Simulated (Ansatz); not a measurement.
CdTe:
```yaml
crystal:
  lattice:
    - [4.63199, 0.00000, 0.00000]
    - [-2.31600, 4.01142, 0.00000]
    - [0.00000, 0.00000, 7.59528]
  atoms:
    - { symbol: Cd, position: [0.33333, 0.66667, 0.00029] }
    - { symbol: Cd, position: [0.66667, 0.33333, 0.50029] }
    - { symbol: Te, position: [0.33333, 0.66667, 0.37471] }
    - { symbol: Te, position: [0.66667, 0.33333, 0.87471] }
```

Relaxed with r²SCAN. Special points in fractions of this cell's reciprocal vectors: Γ (0.000, 0.000, 0.000); M (0.500, 0.000, 0.000); K (0.333, 0.333, 0.000); A (0.000, 0.000, 0.500); L (0.500, 0.000, 0.500); H (0.333, 0.333, 0.500).

Question: List the band energies nearest the valence-band maximum at these points for r²SCAN (plane waves, PAW; program Ansatz).

Answer: In eV from the valence-band maximum; about four levels below and three above (degenerate sets whole), none deeper than 8.9 eV; points with the same levels are listed once.

```json
[
 {"k": "Γ", "below": "-0.76 -0.76 -0.07 0.00 0.00", "above": "1.21 2.03 5.00 5.00"},
 {"k": "M", "below": "-2.60 -1.79 -1.35 -0.75", "above": "2.79 3.05 4.40"},
 {"k": "K", "below": "-2.92 -1.87 -1.87 -1.69", "above": "3.67 4.47 4.47"},
 {"k": "A", "below": "-0.40 -0.40 -0.40 -0.40", "above": "2.42 2.42 5.44 5.44 5.44 5.44"},
 {"k": "L", "below": "-1.37 -1.37 -1.32 -1.32", "above": "2.61 2.61 4.21 4.21"},
 {"k": "H", "below": "-2.38 -2.38 -1.12 -1.12", "above": "3.28 3.28 5.34 5.34"}
]
```

Space group P6_3mc (wurtzite). The first step of the workflow began from a Materials Project structure, measured or hypothetical; the Crystallography Open Database copy checked does not list it. It is not the phase usual at ambient conditions (space group No. 216). Symmetry was held in the r²SCAN relaxation; whether a distortion lowers the energy is not shown. Scalar-relativistic: spin–orbit coupling is off unless named, which matters more the heavier the elements.

Potentials: the later of the program's two PAW sets.
